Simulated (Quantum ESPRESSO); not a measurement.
**Band energies of Rb3CoF6**

```
Rb3CoF6
1.0
    0.00000     4.43267     4.43267
    4.43267     0.00000     4.43267
    4.43267     4.43267     0.00000
F Co Rb
6 1 3
Cartesian
  1.84470   4.43267   4.43267
  7.02065   4.43267   4.43267
  4.43267   1.84470   4.43267
  4.43267   7.02065   4.43267
  4.43267   4.43267   1.84470
  4.43267   4.43267   7.02065
  0.00000   0.00000   0.00000
  2.21634   2.21634   2.21634
  6.64901   6.64901   6.64901
  4.43267   4.43267   4.43267
```

PBEsol (Quantum ESPRESSO, PseudoDojo norm-conserving, 96 Ry, without SOC); path ΓXWKΓLUWLK,UX; energies in eV from the valence-band maximum.

```csv
k (1/Å),point,band 39,band 40,band 41,band 42,band 43,band 44,band 45,band 46
0.00,Γ,-2.87,-2.87,-0.07,-0.07,-0.07,1.37,1.37,3.65
0.24,,-2.90,-2.87,-0.09,-0.05,-0.05,1.38,1.45,4.05
0.47,,-3.01,-2.87,-0.11,-0.01,-0.01,1.38,1.43,5.01
0.71,X,-3.08,-2.88,-0.13,0.00,0.00,1.32,1.38,5.71
0.71,W,-2.95,-2.95,-0.06,-0.06,0.00,1.34,1.49,5.97
0.96,K,-3.03,-2.90,-0.09,-0.02,-0.01,1.36,1.47,5.94
1.15,,-2.97,-2.94,-0.05,-0.04,-0.03,1.41,1.54,5.40
1.34,,-2.92,-2.91,-0.06,-0.05,-0.04,1.42,1.52,4.58
1.52,,-2.88,-2.88,-0.07,-0.07,-0.06,1.39,1.43,3.91
1.71,Γ,-2.87,-2.87,-0.07,-0.07,-0.07,1.37,1.37,3.65
1.92,,-2.89,-2.88,-0.07,-0.06,-0.06,1.42,1.42,3.95
2.12,,-2.92,-2.92,-0.06,-0.04,-0.04,1.50,1.50,4.72
2.32,L,-2.94,-2.94,-0.05,-0.03,-0.03,1.55,1.55,5.53
2.54,,-2.98,-2.93,-0.06,-0.03,-0.02,1.47,1.52,5.71
2.76,U,-3.03,-2.90,-0.09,-0.02,-0.01,1.36,1.47,5.94
2.76,W,-2.95,-2.95,-0.06,-0.06,0.00,1.34,1.49,5.97
2.88,,-2.95,-2.95,-0.06,-0.05,-0.01,1.37,1.50,5.92
3.01,,-2.95,-2.94,-0.05,-0.04,-0.02,1.44,1.52,5.76
3.13,,-2.94,-2.94,-0.05,-0.03,-0.03,1.52,1.54,5.60
3.26,L,-2.94,-2.94,-0.05,-0.03,-0.03,1.55,1.55,5.53
3.37,,-2.95,-2.94,-0.05,-0.03,-0.03,1.52,1.54,5.58
3.48,,-2.98,-2.93,-0.06,-0.03,-0.02,1.47,1.52,5.71
3.59,,-3.00,-2.92,-0.07,-0.03,-0.02,1.40,1.50,5.85
3.69,K,-3.03,-2.90,-0.09,-0.02,-0.01,1.36,1.47,5.94
3.69,U,-3.03,-2.90,-0.09,-0.02,-0.01,1.36,1.47,5.94
3.94,X,-3.08,-2.88,-0.13,0.00,0.00,1.32,1.38,5.71
```

The PBEsol gap is direct, 1.32 eV at X. Another valence and conduction extremum on the path lies within 0.02 eV, too close to call.

The 3d shell has no Hubbard U; the runs are without spin polarisation, and magnetic order was not tried.

Geometry of the Materials Project entry, not relaxed at this level.

The structure is a Materials Project entry; no match was found in the copy of COD used, and its stability was not checked.
